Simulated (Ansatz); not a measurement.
**LiNbO3, first-principles data**

LiNbO3:
```yaml
crystal:
  lattice:
    - [2.56845, 1.48290, 4.62869]
    - [-2.56845, 1.48290, 4.62869]
    - [0.00000, -2.96579, 4.62869]
  atoms:
    - { symbol: Li, position: [0.71879, 0.71879, 0.71879] }
    - { symbol: Li, position: [0.21879, 0.21879, 0.21879] }
    - { symbol: Nb, position: [0.00073, 0.00073, 0.00073] }
    - { symbol: Nb, position: [0.50073, 0.50073, 0.50073] }
    - { symbol: O, position: [0.63888, 0.89314, 0.28136] }
    - { symbol: O, position: [0.89314, 0.28136, 0.63888] }
    - { symbol: O, position: [0.28136, 0.63888, 0.89314] }
    - { symbol: O, position: [0.13888, 0.78136, 0.39314] }
    - { symbol: O, position: [0.39314, 0.13888, 0.78136] }
    - { symbol: O, position: [0.78136, 0.39314, 0.13888] }
```

Space group R3c (No. 161); conventional cell a = b = 5.1369 Å, c = 13.8861 Å, α = β = 90.00°, γ = 120.00°.

Method: the program Ansatz at the r²SCAN level (PAW). Structure relaxed to zero pressure with the same functional. Other levels are named where they apply.

**Cell and energy**

- Volume per atom = 10.58 Å³
- Density = 4.64 g/cm³
- Formation energy from the elements (no fitted shifts) = -2768 meV/atom

**Electronic structure**

* **Band gap**: 4.01 eV (indirect)
* **Valence-band maximum**: on the Γ–T line, 29 % of the way from Γ
* **Conduction-band minimum**: on the S2–F line, 10 % of the way from S2 (k = 0.000, 0.380, -0.380 in fractions of the reciprocal vectors) (6 equivalent valleys)
* **Smallest direct gap on the standard path**: 4.08 eV
* **Electron effective mass**: 0.64, 1.0, 7.9 mₑ (principal values)
* **HSE06 gap on the r²SCAN cell**: 5.04 eV
* **Gap with spin–orbit coupling**: 3.97 eV

**Mechanics**

- Bulk modulus (Birch–Murnaghan fit) = 112 GPa
- Pressure derivative B′ = 5.6
- Elastic constants (relaxed ions, GPa) = C11 = 206, C12 = 62.0, C13 = 68.6, C14 = 11.8, C33 = 240, C44 = 58.3
- Mechanical stability = stable (all eigenvalues of C positive)
- Hill bulk and shear moduli = 116 and 66.5 GPa
- Young's modulus = 168 GPa
- Poisson's ratio = 0.26
- Debye temperature from the elastic constants = 571 K
- Piezoelectric stress constants (proper, relaxed ions, C/m²) = e15 = e24 = -3.75, e16 = e21 = 2.48, e22 = -2.48, e31 = e32 = -0.41, e33 = -1.72

**Dielectric response**

- Electronic dielectric constant ε∞ (DFPT) = 4.98 (xx = yy), 4.72 (zz)
- Static dielectric constant ε0 (ions relaxed, cell fixed) = 39.8 (xx = yy), 24.1 (zz)
- Born charges (a third of the trace) = Li +1.14, Nb +6.90, O -2.68 e

**Phonons**

Highest zone-centre frequency (without LO–TO term): 110.1 meV
Zone-centre stability: no imaginary mode at Γ

**Charges**

- Bader charges: Li +0.91, Nb +2.87, O -1.26 e

The cell was relaxed with r²SCAN under the symmetry of its start. No spin polarisation was allowed. Signs of piezoelectric constants follow the polarity of the cell as given. The references are the lowest solids computed at this level, not always the standard phases (solids in place of the gases). Scalar-relativistic: spin–orbit coupling is off unless named, which matters more the heavier the elements.

Potentials: the earlier of the program's two PAW sets. The files were generated under PBE; for other functionals the program regenerates the frozen cores, and for LDA and PBEsol the local potential too.
